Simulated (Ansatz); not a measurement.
Total density of states per atom from LDA in the plane-wave PAW code Ansatz, in 0.25 eV bins, energy from the Fermi level:

```
E (eV) | states/eV/atom
    -7.85 | ## 0.23
    -7.60 | ### 0.36
    -7.35 | ######## 0.89
    -7.10 | ######### 0.96
    -6.85 | ########### 1.22
    -6.60 | ############### 1.64
    -6.35 | ############### 1.57
    -6.10 | ################ 1.69
    -5.85 | ##################### 2.27
    -5.60 | ######################## 2.61
    -5.35 | ################ 1.73
    -5.10 | ################## 1.91
    -4.85 | ###################### 2.38
    -4.60 | ########### 1.18
    -4.35 | ######### 0.92
    -4.10 | ######## 0.89
    -3.85 | ########### 1.16
    -3.60 | ################# 1.83
    -3.35 | ####################### 2.45
    -3.10 | ########################## 2.80
    -2.85 | ############################## 3.20
    -2.60 | ############################ 3.03
    -2.35 | ############# 1.43
    -2.10 | ########### 1.21
    -1.85 | ########### 1.17
    -1.60 | ####### 0.75
    -1.35 | ### 0.33
    -1.10 | ## 0.26
    -0.85 | ## 0.27
    -0.60 | ### 0.27
    -0.35 | ### 0.28
    -0.10 | ### 0.28
     0.15 | ### 0.27
     0.40 | ### 0.27
     0.65 | ### 0.27
     0.90 | ## 0.27
     1.15 | ## 0.26
     1.40 | ## 0.26
     1.65 | ## 0.25
     1.90 | ## 0.25
     2.15 | ## 0.24
     2.40 | ## 0.24
     2.65 | ## 0.25
     2.90 | ### 0.36
     3.15 | ## 0.24
     3.40 | ## 0.17
     3.65 | ### 0.31
     3.90 | #### 0.41
     4.15 | ### 0.35
     4.40 | ### 0.33
     4.65 | ### 0.34
```

**Question.** Which compound is it?
A. ZnAu, CsCl type
B. Ca, bcc (W type)
C. Sr, bcc (W type)
D. Au, bcc (W type)

**Answer.** D, Au, bcc (W type). Within 0.5 eV of the Fermi level: Au 6s 40 %, Au 5d 36 %, outside the projected shells 24 %. Projections are on Löwdin-orthogonalised atomic valence shells; empty p or d shells of many metals are not among them.

Space group Im-3m (bcc (W type)). The workflow started from a Materials Project entry (that database holds measured and hypothetical structures alike); the Crystallography Open Database copy checked does not list it. It is not the phase usual at ambient conditions (space group No. 225). The cell was relaxed with LDA under the symmetry of its start. At this level the phase is mechanically unstable. Scalar-relativistic: spin–orbit coupling is off unless named, which matters more the heavier the elements.

Potentials: the later of the program's two PAW sets.
